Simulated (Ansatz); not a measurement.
**SiMo₃: field gradients at two levels of theory**

Cell: a COD entry, whose atoms a relaxation with PBE at fixed cell left in place.

Space group Pm-3n (No. 223); a = 4.8930 Å.

| site | Wyckoff | site symmetry | x | y | z |
| --- | --- | --- | --- | --- | --- |
| Si | 2a | m-3. | 0.0000 | 0.0000 | 0.0000 |
| Mo | 6c | -4m.2 | 0.2500 | 0.0000 | 0.5000 |

One atom of each set is listed.

First run. Level of theory: DFT, PBE, plane waves and PAW, scalar-relativistic, 420 eV cutoff, Γ-centred 10×10×10 k-points, Fermi–Dirac smearing 0.05 eV (Ansatz 0.2.0).

```tsv
site	V_zz (10²¹ V/m²)	η
Mo	3.91	0.00
```

Second run. The same atoms and settings, except that the functional is PBEsol.

**Question.** What does the second run give?

**Answer.** 

```tsv
site	V_zz	η	change of V_zz
Mo	3.77	0.00	-0.14
```

The largest change of V_zz is on Mo, from 3.91 to 3.77. In per cent, |V_zz| changes by -3 on Mo (all sites that start above 2). Sites without a gradient aren't listed.

With no gap above 0.1 eV, as in a metal, the gradients converge slowly in k; expect changes of a tenth or more on a denser mesh. Without spin–orbit coupling (the program notes it for Mo) the gradients can shift somewhat, as the gap is small.
For the second run: At this cell the PBEsol pressure is -5 GPa, so with PBEsol the cell would shrink if it were relaxed.
